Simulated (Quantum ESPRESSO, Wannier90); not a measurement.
CaO (rock salt): Wannier90 run

```yaml
crystal:
  lattice:
    - [0.00000, 2.40355, 2.40355]
    - [2.40355, 0.00000, 2.40355]
    - [2.40355, 2.40355, 0.00000]
  atoms:
    - { symbol: Ca, position: [0.00000, 0.00000, 0.00000] }
    - { symbol: O, position: [0.50000, 0.50000, 0.50000] }
```

Materials Project entry mp-2605; symmetrised, unrelaxed at this level. COD (Crystallography Open Database) has an entry of this formula and space group (matched by these alone). Level: PBEsol, no spin polarisation, no spin-orbit coupling; pw.x of Quantum ESPRESSO at 68 Ry with PseudoDojo potentials, 12×12×12 k-points, Wannier90. Density: 12×12×12 mesh, cold smearing 0.01 Ry.

Base run: 10 functions from bands 5-22 of the 22 computed, start hydrogen-like Ca: s;d; O: s;p, frozen window up to 5.06 eV relative to the valence-band maximum, outer window open. One setting was then changed (edges relative to the valence-band maximum; misfit to pw.x on a path, for states up to 4.6 eV relative to the valence-band maximum).

```csv
run,Ω_I (Å²),rms misfit (meV),worst (meV)
base,10.32,3.9,62
changed,9.79,101,1292
```

Task: Which change was made?
A. frozen window to 4.06 eV
B. frozen window to 7.06 eV
C. only the lowest 12 of the kept bands
D. frozen window to 6.06 eV
E. no frozen window

Result: A, frozen window to 4.06 eV. The others give:

| run | Ω_I (Å²) | rms misfit (meV) | worst (meV) |
|---|---|---|---|
| frozen window to 6.06 eV | 11.24 | 1.4 | 10 |
| frozen window to 7.06 eV | 12.34 | 0.8 | 4.5 |
| no frozen window | 8.27 | 1536 | 4976 |
| only the lowest 12 of the kept bands | 11.60 | 2.8 | 45 |
